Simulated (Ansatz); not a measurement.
TiC (rock salt)

```
CELL_PARAMETERS angstrom
      0.00000     2.14648     2.14648
      2.14648     0.00000     2.14648
      2.14648     2.14648     0.00000
ATOMIC_POSITIONS crystal
  C  0.00000 0.00000 0.00000
  Ti 0.50000 0.50000 0.50000
```

The relaxed cell is deformed in two ways at once: its volume V is scaled, and at that volume it is stretched along z (the c axis of the conventional cell) so that c/a changes. Fractional atomic positions are held.

Level of theory: PBEsol (plane waves to 420 eV, PAW, scalar-relativistic; Ansatz, a program for electronic structure). k mesh 19×19×19 (Γ-centred), Fermi-Dirac smearing 0.05 eV. Compression counts positive. With partly filled bands, the response to shear is sensitive to the k mesh, so small differences along c/a are uncertain. The PAW data are Ansatz's earlier set. TiC is run without spin polarisation. TiC was relaxed with its symmetry unable to fall.

At one point of the scan the stress tensor (GPa) is:

```
   23.0      0.0      0.0
    0.0     23.0      0.0
    0.0      0.0     -4.9
```

Which point is it?
A) V/V₀ = 0.920, (c/a)/(c/a)₀ = 0.940
B) V/V₀ = 0.960, (c/a)/(c/a)₀ = 1.060
C) V/V₀ = 0.920, (c/a)/(c/a)₀ = 1.000
D) V/V₀ = 1.000, (c/a)/(c/a)₀ = 1.120

B, V/V₀ = 0.960, (c/a)/(c/a)₀ = 1.060

(A scan under strain: stresses follow from slopes of the energy per volume, elastic moduli from its curvatures.)
